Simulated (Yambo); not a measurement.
G0W0@LDA for Cl (space group Cmce, No. 64) in Yambo (4×4×2 mesh, 8 Ry block, plasmon pole, screening fixed), without a terminator:

```csv
bands N in G,gap Γ → Γ (eV),shift of the valence edge (eV)
70,4.916,-1.241
126,4.906,-1.477
202,4.888,-1.591
```

Extrapolate both columns to infinite N with E(N) = E∞ + A/N, test the form, and compare with the terminator.

From two points, E∞ = (N2 E2 − N1 E1)/(N2 − N1). The two largest N give 4.86 eV for the gap and -1.78 eV for the shift; the two smallest give 4.89 eV and -1.77 eV. For the gap the slopes A are 1.6 and 6.0 eV: the form isn't reached, and its limit is uncertain. For the shift the slopes A are 37 and 38 eV: the 1/N form holds. With the Bruneval-Gonze terminator and 202 bands the run gives 4.87 eV and -1.69 eV, 0.02 eV and 0.09 eV from the extrapolated values: the terminator too is an estimate of the remainder. Block, mesh and the bands in W are held fixed.

Geometry of the Materials Project entry, not relaxed at this level; primitive cell a = 3.8585 Å, b = 3.8585 Å, c = 8.4024 Å, α = 90.00°, β = 90.00°, γ = 64.45°.

A shift is the quasiparticle energy of the state minus its LDA energy.

The distance between layers or molecules is the database entry's, not relaxed here. Functionals without dispersion can leave it too large, which widens gaps and weakens the response across layers: the numbers belong to this cell.
